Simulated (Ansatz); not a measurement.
Cs2ScAgCl6:
```cif
data_AgCl6Cs2Sc
_chemical_formula_sum 'Cs2 Sc1 Ag1 Cl6'
_space_group_name_H-M_alt 'P 1'
_space_group_IT_number 1
_cell_length_a 7.40242
_cell_length_b 7.40242
_cell_length_c 7.40242
_cell_angle_alpha 60.000
_cell_angle_beta 60.000
_cell_angle_gamma 60.000
loop_
_space_group_symop_operation_xyz
  'x, y, z'
loop_
_atom_site_label
_atom_site_type_symbol
_atom_site_fract_x
_atom_site_fract_y
_atom_site_fract_z
_atom_site_occupancy
Cs1 Cs 0.75000 0.75000 0.75000 1
Cs2 Cs 0.25000 0.25000 0.25000 1
Sc1 Sc 0.00000 0.00000 0.00000 1
Ag1 Ag 0.50000 0.50000 0.50000 1
Cl1 Cl 0.76145 0.23855 0.23855 1
Cl2 Cl 0.23855 0.76145 0.76145 1
Cl3 Cl 0.23855 0.76145 0.23855 1
Cl4 Cl 0.76145 0.23855 0.76145 1
Cl5 Cl 0.23855 0.23855 0.76145 1
Cl6 Cl 0.76145 0.76145 0.23855 1
```

Relaxed with r²SCAN. DFT-r²SCAN in the program Ansatz with PAW potentials gives a gap of 3.65 eV.

Q: What gap does HSE06 give on the same cell (Ansatz, PAW)?

A: 4.92 eV, 1.27 eV more. The hybrid was solved on a coarser mesh and at special points; its gap is the smallest among all of these.

```tsv
k	v1 r²SCAN	c1 r²SCAN	v1 HSE06	c1 HSE06
Γ	-0.44	3.66	(withheld)	(withheld)
X	-0.44	3.65	-0.53	4.92
L	0.00	3.66	(withheld)	(withheld)
W	-0.16	3.73	(withheld)	(withheld)
K	-0.21	3.67	(withheld)	(withheld)
```

Q: Top valence (v1) and lowest conduction level (c1) in eV from each method's valence maximum (which need not be a listed point): supply the withheld HSE06 values.

A: 
- L, v1 HSE06: 0.00
- L, c1 HSE06: 4.97
- K, v1 HSE06: -0.24
- K, c1 HSE06: 4.99
- W, v1 HSE06: -0.19
- W, c1 HSE06: 5.06
- Γ, v1 HSE06: -0.53
- Γ, c1 HSE06: 4.96

Cost on shared cores: the r²SCAN run (SCF on a 5×5×5 mesh, then bands and DOS) about 3 core-minutes (a rough figure), the HSE06 run (SCF on 3×3×3, then a few points) very roughly 12 core-minutes; the tasks are unlike.

Space group Fm-3m. The first step of the workflow began from a Materials Project structure, measured or hypothetical; the Crystallography Open Database copy checked does not list it. Whether it is the stable phase at ambient conditions was not checked. The cell was relaxed with r²SCAN under the symmetry of its start; its stability against distortions is not shown here. No spin polarisation was allowed. Spin–orbit coupling is left out wherever it is not named.

Potentials: the later of the program's two PAW sets.
